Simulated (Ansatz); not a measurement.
## Sn2Pt, a known structure type with other elements, at an estimated volume

```
Pt Sn
1.0
     0.00000    5.22088    0.00000
     0.00000   -2.61044    4.81720
     4.53908    2.61044    0.00000
Pt Sn
2 4
Cartesian
  0.0000 0.0000 0.0000
  2.2695 1.3052 2.4086
  2.9958 5.2209 0.0000
  1.5433 2.6104 0.0000
  3.8128 3.9157 2.4086
  0.7263 3.9157 2.4086
```

The numbers come from plane-wave PAW DFT (Ansatz): r2SCAN, no spin polarisation, 500 eV, 8×8×8 Γ-centred k points, fermi-dirac occupations (width 0.1 eV). Nothing was relaxed.

Stress: The pressure is 15.8 GPa (compression positive), so with the atoms held at these fractions the cell would first expand. The principal stresses 10.6, 15.5, 21.3 GPa differ, so its shape would change too.
Charges: Bader charges in e: Sn +0.45, Pt -0.91. In the mean Sn gives up most and Pt takes most.
Forces: The largest is on Sn3 (and as large on other atoms): 0.33 eV/Å, components (-0.33, 0.00, 0.00). It makes 75° with the line to a nearest neighbour, Pt2 at 2.83 Å.
At the Fermi level: It is a metal, with about 3.4 states/eV a cell as the mean within 0.25 eV of the Fermi level, mostly Sn p (38 %), Pt d (27 %) and Sn s (20 %).

Origin: a known structure type with other elements, at an estimated volume, so it need not be a known compound. Caveats: atoms or cell far from equilibrium.
